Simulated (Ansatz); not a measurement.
# CoSi₂: from a starting cell to a relaxed one

The start is a generated cell, CoSi2 placed in the fluorite structure type. A full variable-cell relaxation at zero pressure is run with r2SCAN (plane waves to 500 eV, PAW, scalar-relativistic; Ansatz, a program for electronic structure). The first steps use a coarse 7×7×7 k-mesh.

Initial structure:
```
CoSi2
1.0
    0.00000     2.75914     2.75914
    2.75914     0.00000     2.75914
    2.75914     2.75914     0.00000
Co Si
1 2
Cartesian
  0.00000   0.00000   0.00000
  1.37957   1.37957   1.37957
  4.13871   4.13871   4.13871
```
Spin-polarised start, with parallel moments on Co.

Q: How large is the pressure on the unrelaxed cell, and of which sign?

A: -17 GPa (negative: the cell is under tension).

Q: What band gap does the relaxed structure have at this level?

A: No gap (metallic).

Q: What magnetic moments remain?

A: Zero (the starting moments vanished).

Q: Give the final cell and atomic positions.

A: 
```cif
data_Co4Si8
_chemical_formula_sum 'Co4 Si8'
_space_group_name_H-M_alt 'Fm-3m'
_space_group_IT_number 225
_space_group_name_Hall '-F 4 2 3'
_cell_length_a 5.31470
_cell_length_b 5.31470
_cell_length_c 5.31470
_cell_angle_alpha 90.000
_cell_angle_beta 90.000
_cell_angle_gamma 90.000
loop_
_atom_site_label
_atom_site_type_symbol
_atom_site_symmetry_multiplicity
_atom_site_Wyckoff_symbol
_atom_site_fract_x
_atom_site_fract_y
_atom_site_fract_z
_atom_site_occupancy
Co1 Co 4 a 0.00000 0.00000 0.00000 1
Si1 Si 8 c 0.25000 0.25000 0.25000 1
```
(The calculation used a cell of 3 atoms; values per cell refer to that cell.)

The space group stays Fm-3m (No. 225) (the run could not lower it); the end is AFLOW prototype AB2_cF12_225_a_c (C1, as in CaF2), with 3 atoms in the primitive cell. Final values are on a 15×15×15 k-mesh of the relaxed cell. No spin polarisation in the result: the starting moments vanished. The relaxed primitive cell holds an odd number of electrons. A magnetic state may lie lower.

The run could not lose the symmetry of its start.

All atoms sit on sites fixed by symmetry, so only the cell could relax.
